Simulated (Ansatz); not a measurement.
Structure: Y2AlN3 as one 6-atom ordering (I4/mmm) on the rocksalt lattice, at its r2SCAN minimum. It is tetragonal, I4/mmm (No. 139); a = 3.379 Å, c = 13.688 Å in the conventional setting, 13.03 Å³ an atom. Y has 6 N at 2.17–2.62 Å; N has 1 Al at 2.06 Å and 5 Y at 2.39–2.62 Å; N has 2 Y at 2.17 Å and 4 Al at 2.39 Å; Al has 6 N at 2.06–2.39 Å.

4 runs of Ansatz on this cell differ in the functional (and in the settings that go with it). Levels are in eV from each run's valence top; v1 is the last filled band, c1 the first empty one.

Run A, mean stress 0.0 GPa (compression positive):

| point | v5 | v3 | v1 | c1 | c2 | c3 |
| --- | --- | --- | --- | --- | --- | --- |
| Γ | -0.47 | -0.17 | 0.00 | 1.07 | 2.10 | 2.87 |
| X | -1.35 | -1.10 | -0.44 | 1.26 | 2.95 | 4.30 |
| P | -1.32 | -1.10 | -0.79 | 2.01 | 2.01 | 4.44 |
| N | -2.54 | -1.91 | -0.77 | 4.44 | 4.78 | 5.75 |

Run B, mean stress -1.6 GPa (compression positive):

| point | v5 | v3 | v1 | c1 | c2 | c3 |
| --- | --- | --- | --- | --- | --- | --- |
| Γ | -0.57 | -0.26 | 0.00 | 2.32 | 3.42 | 4.04 |
| X | -1.64 | -1.33 | -0.54 | 2.52 | 4.35 | 5.60 |
| P | -1.59 | -1.35 | -0.93 | 3.32 | 3.32 | 5.74 |
| N | -2.79 | -2.14 | -0.88 | 5.72 | 6.20 | 7.26 |

Run C, mean stress -1.7 GPa (compression positive):

| point | v5 | v3 | v1 | c1 | c2 | c3 |
| --- | --- | --- | --- | --- | --- | --- |
| Γ | -0.56 | -0.26 | 0.00 | 1.64 | 2.72 | 3.37 |
| X | -1.59 | -1.29 | -0.53 | 1.84 | 3.63 | 4.88 |
| P | -1.55 | -1.32 | -0.90 | 2.62 | 2.62 | 5.01 |
| N | -2.74 | -2.10 | -0.85 | 5.02 | 5.47 | 6.53 |

Run D, mean stress +2.1 GPa (compression positive):

| point | v5 | v3 | v1 | c1 | c2 | c3 |
| --- | --- | --- | --- | --- | --- | --- |
| Γ | -0.45 | -0.15 | 0.00 | 0.67 | 1.66 | 2.29 |
| X | -1.33 | -1.11 | -0.43 | 0.85 | 2.54 | 3.66 |
| P | -1.30 | -1.07 | -0.81 | 1.62 | 1.62 | 3.80 |
| N | -2.47 | -1.86 | -0.75 | 3.89 | 4.23 | 5.17 |

Task: Match the runs to PBE, r2SCAN, HSE06, PBE0.

Result: A is r2SCAN, B is PBE0, C is HSE06, D is PBE. In order of the gap: PBE 0.50, r2SCAN 0.91, HSE06 1.46, PBE0 2.14 eV. The stress vanishes for r2SCAN, which relaxed the cell.

Values at 0 K without nuclear motion; spin polarisation is off, and the phase may be a hypothetical one.

The program warns that its thresholds are loose for a hybrid's stress.
